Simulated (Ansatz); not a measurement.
# Piezoelectric tensor of Al₂Ga₃P₅

The calculation used DFT PBE, scalar-relativistic, plane waves, PAW in Ansatz. Settings: 420 eV plane-wave cutoff, Γ-centred 10×10×10 mesh, fixed occupations. No spin polarisation.

Equilibrium structure at this level:
```xyz
10
Lattice="-1.9474 1.9474 13.7621 1.9474 -1.9474 13.7621 1.9474 1.9474 -13.7621" Properties=species:S:1:pos:R:3 pbc="T T T"
Al    0.0000    0.0000   19.2668
Al    0.0000    0.0000    8.2573
Ga    0.0000    0.0000   24.7722
Ga    0.0000    0.0000   13.7621
Ga    0.0000    0.0000    2.7519
P     1.9474    0.0000    6.8810
P     0.0000    1.9474    9.6280
P     1.9474    0.0000   12.3865
P     1.9474    0.0000    1.3756
P     0.0000    1.9474    4.1340
```

The cell was found from a structure generator's guess, not taken from experiment.

(1) Give the relaxed-ion proper piezoelectric stress tensor e_iJ (C/m², Voigt columns xx yy zz yz xz xy).

(2) With the elastic constants (GPa, Voigt order)
```
153.7  27.7  56.0   0.0   0.0   0.0
 27.7 153.7  56.0   0.0   0.0   0.0
 56.0  56.0 125.2   0.0   0.0   0.0
  0.0   0.0   0.0  62.6   0.0   0.0
  0.0   0.0   0.0   0.0  62.6   0.0
  0.0   0.0   0.0   0.0   0.0  34.6
```
find the strain coefficients d = e·C⁻¹ (pC/N).

Results:

(1)
```
x    0.000  0.000  0.000  0.000  0.124  0.000
y    0.000  0.000  0.000 -0.124  0.000  0.000
z    0.120 -0.120  0.000  0.000  0.000  0.000
```
Signs follow the orientation of the cell as given.

(2)
```
x    0.00  0.00  0.00  0.00  1.99  0.00
y    0.00  0.00  0.00 -1.99  0.00  0.00
z    0.95 -0.95  0.00  0.00  0.00  0.00
```
